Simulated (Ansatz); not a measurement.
Course of a relaxation: BiTe₅

The guess for BiTe₅ was made by a generator: random cell by space group and Wyckoff sites (P4/mmm, No. 123). Lengths were set from tabulated atomic sizes, so they are only a guess.

```yaml
crystal:
  lattice:
    - [7.01477, 0.00000, 0.00000]
    - [0.00000, 7.01477, 0.00000]
    - [0.00000, 0.00000, 4.53509]
  atoms:
    - { symbol: Bi, position: [0.50000, 0.50000, 0.50000] }
    - { symbol: Te, position: [0.73912, 0.00000, 0.00000] }
    - { symbol: Te, position: [0.26088, 0.00000, 0.00000] }
    - { symbol: Te, position: [0.00000, 0.73912, 0.00000] }
    - { symbol: Te, position: [0.00000, 0.26088, 0.00000] }
    - { symbol: Te, position: [0.50000, 0.50000, 0.00000] }
```

Method: DFT PBE, scalar-relativistic, plane waves, PAW in Ansatz 0.2.0. Cutoff 420 eV, Gaussian smearing, Γ-centred meshes. Cell and atoms relax first on a coarse mesh and then on a finer one. In between, the cell is made exact in the group found at 0.06 Å. In metals the finer mesh still leaves noise of several meV/atom or more. The steps can't lower the symmetry of their start. No spin polarisation.

Steps on the 4×4×4 mesh (6 atoms, 13 steps). The free energy counts from the last step; some steps are skipped; the plane-wave basis is renewed at times, which shifts energy and pressure.

```csv
step,ΔF (meV/atom),V (Å³/atom),P (GPa),largest force component (eV/Å)
1,1078.7,37.19,22.15,3.339
2,527.8,39.87,11.86,0.877
4,125.6,48.60,2.12,0.225
5,68.2,49.39,0.51,0.039
6,55.9,48.49,0.47,0.168
8,51.8,49.56,0.15,0.051
9,51.7,49.68,-0.01,0.006
10,20.0,49.68,1.02,0.007
12,0.2,52.36,0.00,0.015
13,0.0,52.36,0.00,0.015
```

The relaxed structure, after a last relaxation on the converged mesh:

```cif
data_structure
_symmetry_space_group_name_H-M 'P4/mmm'
_symmetry_Int_Tables_number 123
_cell_length_a 7.2853
_cell_length_b 7.2853
_cell_length_c 5.8945
_cell_angle_alpha 90.000
_cell_angle_beta 90.000
_cell_angle_gamma 90.000
_cell_volume 312.85
loop_
_atom_site_label
_atom_site_type_symbol
_atom_site_symmetry_multiplicity
_atom_site_Wyckoff_symbol
_atom_site_fract_x
_atom_site_fract_y
_atom_site_fract_z
_atom_site_occupancy
Bi1 Bi 1 d 0.50000 0.50000 0.50000 1
Te1 Te 4 l 0.72804 0.00000 0.00000 1
Te2 Te 1 c 0.50000 0.50000 0.00000 1
```

The symmetry stays P4/mmm (No. 123). The volume per atom grows by 40.2 %, from 37.2 to 52.1 Å³. The shortest distance goes from 2.27 Å (Bi–Te) to 2.80 Å (Te–Te). The ratio c/a of the conventional cell changes by a factor of 1.25. The energy falls by about 1.1 eV/atom (the start's value is from the coarse mesh). Bi has 2 Te at 2.95 Å; Te on a site of symmetry m2m is surrounded by 2 Te at 2.80 Å and 1 Te at 3.32 Å; around Te on a site of symmetry 4/mmm lie 2 Bi at 2.95 Å.

```yaml
Volume_per_atom: 52.1 Å³
Density: 4.5 g/cm³
Energy_over_the_elements: +0.43 eV/atom
Gap_on_the_6×6×6_mesh_of_the_6-atom_cell: 0 eV (a metal)
```

Formation energies are uncorrected and refer to the elements' standard structures at the same level.

The last run used Gaussian smearing of 0.10 eV. Weakly bound directions are ill-defined at this level, which has no dispersion term. Spin–orbit coupling, which can matter for Bi and Te, is left out. An odd number of electrons in the primitive cell allows no gap without spin; a larger cell or a magnetic state could open one. The cell is a metal run without spin; a magnetic state may lie lower. The reference form of Te is held partly by dispersion forces, which this level lacks. Symmetry constrained the relaxation, so the result can be a saddle point. In all, the 3 runs took 4.5 min on 1 thread of Intel(R) Xeon(R) 6975P-C (Granite Rapids), on a shared host. Another cell of BiTe5 relaxed alike, in P-62m, lies 0.31 eV/atom lower, so this cell isn't the stable form at this level.
